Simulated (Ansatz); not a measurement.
NbAs$_{2}$:
```
CELL_PARAMETERS angstrom
      1.72945    -5.98983     0.00000
      1.72945     5.98983     0.00000
      0.00000     0.00000     5.35640
ATOMIC_POSITIONS crystal
  Nb 0.90927 0.09073 0.50022
  Nb 0.09073 0.90927 0.00022
  As 0.56916 0.43084 0.36795
  As 0.43084 0.56916 0.86795
  As 0.29689 0.70311 0.20684
  As 0.70311 0.29689 0.70684
```

Relaxed with r²SCAN. Special points in fractions of this cell's reciprocal vectors: Γ (0.000, 0.000, 0.000); Y (-0.500, 0.500, 0.000); C0 (-0.271, 0.729, 0.000); Σ0 (0.271, 0.271, 0.000); Z (0.000, 0.000, 0.500); A0 (0.271, 0.271, 0.500); E0 (-0.271, 0.729, 0.500); T (-0.500, 0.500, 0.500); S (0.000, 0.500, 0.000); R (0.000, 0.500, 0.500).

Problem. List the band energies nearest the Fermi level at these points for DFT-r²SCAN in the program Ansatz with PAW potentials.

Solution. In eV from the Fermi level; about four levels below and three above (degenerate sets whole), none deeper than 8.9 eV; points with the same levels are listed once.

```json
[
 {"k": "Γ", "below": "-1.43 -1.36 -0.48 -0.15", "above": "0.13 1.09 1.69"},
 {"k": "Y", "below": "-1.79 -0.98 -0.68 -0.36", "above": "0.41 0.63 0.90"},
 {"k": "C0", "below": "-2.47 -2.39 -1.66 -0.94", "above": "1.11 1.80 2.20"},
 {"k": "Z", "below": "-1.82 -1.82 -0.05 -0.05", "above": "0.41 0.41 1.46 1.46"},
 {"k": "A0", "below": "-2.13 -2.13 -0.16 -0.16", "above": "2.27 2.27 2.67 2.67"},
 {"k": "T", "below": "-0.83 -0.83 -0.42 -0.42", "above": "1.74 1.74 2.95 2.95"},
 {"k": "S", "below": "-2.69 -2.08 -2.06 -0.68", "above": "1.23 1.48 2.39"},
 {"k": "R", "below": "-2.64 -2.64 -2.22 -2.22", "above": "0.01 0.01 1.90 1.90"}
]
```

Space group Cmc2_1. The start of the workflow was typed in or built on a structure type; neither database checked (COD, Materials Project) lists it. COD files the formula under space group No. 5, 12. Its standing as an ambient phase is unchecked. Symmetry was held in the r²SCAN relaxation; whether a distortion lowers the energy is not shown. No spin polarisation was allowed. The volume moved by -15 % from the start of the relaxation. Scalar-relativistic: spin–orbit coupling is off unless named, which matters more the heavier the elements.

Potentials: the earlier of the program's two PAW sets. The files were generated under PBE; for other functionals the program regenerates the frozen cores, and for LDA and PBEsol the local potential too.
